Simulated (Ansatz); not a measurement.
A relaxed cell of MgCoC₄N₄ is given with its symmetry left out. The cell was found from a structure generator's guess, not taken from experiment.

Method: DFT PBE, scalar-relativistic, plane waves, PAW in Ansatz. Cutoff 420 eV, Γ-centred mesh, Gaussian smearing, collinear spin.

```yaml
crystal:
  lattice:
    - [5.94625, 0.00000, 0.00000]
    - [0.00000, 5.94625, 0.00000]
    - [0.00000, 0.00000, 5.94625]
  atoms:
    - { symbol: Mg, position: [0.50000, 0.50000, 0.50000] }
    - { symbol: Co, position: [0.00000, 0.00000, 0.00000] }
    - { symbol: C, position: [0.18768, 0.18768, 0.18768] }
    - { symbol: C, position: [0.18768, 0.81232, 0.81232] }
    - { symbol: C, position: [0.81232, 0.18768, 0.81232] }
    - { symbol: C, position: [0.81232, 0.81232, 0.18768] }
    - { symbol: N, position: [0.30111, 0.30111, 0.30111] }
    - { symbol: N, position: [0.30111, 0.69889, 0.69889] }
    - { symbol: N, position: [0.69889, 0.30111, 0.69889] }
    - { symbol: N, position: [0.69889, 0.69889, 0.30111] }
```

Energies over the elements count from the elements' standard structures at the same level (N₂ as a molecule), with no fitted energy shifts.

Question: Find its symmetry and describe it.

Answer: P-43m (No. 215). Conventional cell: a = 5.946 Å. Around Mg lie 4 N at 2.05 Å; around Co lie 4 C at 1.93 Å; C is surrounded by 1 N at 1.17 Å and 1 Co at 1.93 Å; N is surrounded by 1 C at 1.17 Å and 1 Mg at 2.05 Å.

Question: What is its formation energy per atom?

Answer: +0.122 eV/atom. It can't be a ground state, since the elements alone are lower.

Question: Is it a metal?

Answer: No, the gap on the 6×6×6 mesh is 1.49 eV.

Question: Which magnetic moments does it keep?

Answer: 0.30 μB per atom net, the space between the atoms included; by site: Co 2.0 μB.

Question: From what recipe could a structure generator have reached it?

Answer: One such recipe: two interpenetrating cyanide-bridged diamond nets (P-43m, No. 215). Other recipes can lead to the same cell.

The last run used collinear spin, a 6×6×6 mesh for its 10-atom cell and Gaussian smearing of 0.02 eV. Kohn–Sham gaps at this level usually fall short of measured ones. The reference form of C is held partly by dispersion forces, which this level lacks. Another magnetic order may lie lower. A structure relaxed within its symmetry needn't be a true minimum.
